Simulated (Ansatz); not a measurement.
An Ansatz (a first-principles code) input:

Ansatz 0.2 input:
```yaml
crystal:
  lattice:
    - [2.0648729704, 1.1921549653, 6.809216649]
    - [-2.0648729704, 1.1921549653, 6.809216649]
    - [0.0, -2.3843099305, 6.809216649]
  atoms:
    - { symbol: Zn, position: [0.4994031572, 0.4994031572, 0.4994031572] }
    - { symbol: Cd, position: [0.0018818742, 0.0018818742, 0.0018818742] }
    - { symbol: Se, position: [0.1302185446, 0.1302185446, 0.1302185446] }
    - { symbol: Se, position: [0.618490424, 0.618490424, 0.618490424] }
kpoints:
  mp_grid: { grid: [7, 7, 7] }
basis: { xc_grid: 2 }
hamiltonian:
  xc: pbesol
  pseudopotentials: { kind: paw }
scf:
  occupations: { method: fixed }
output:
  optics: { e_range: [0.0, 15.0], de: 0.05, sigma: 0.1, bands: { spectra_wanted_up_to: 12 eV } }
```

**Question.** How many symmetry operations and irreducible k-points will the run report?

**Answer.** 6 operations, 44 of 343 k-points.

**Question.** With a cutoff of 420 eV, how many plane waves at Γ?

**Answer.** 1925.

It took very roughly 5 core-minutes on shared server cores.

Space group R3m. The workflow started from a Materials Project entry (that database holds measured and hypothetical structures alike); the Crystallography Open Database copy checked does not list it. Its standing as an ambient phase is unchecked. The PBEsol relaxation kept the symmetry of its start; its stability against distortions is not shown here. Scalar-relativistic: spin–orbit coupling is off unless named, which matters more the heavier the elements.

Potentials: the later of the program's two PAW sets.

Ansatz is a plane-wave DFT program.
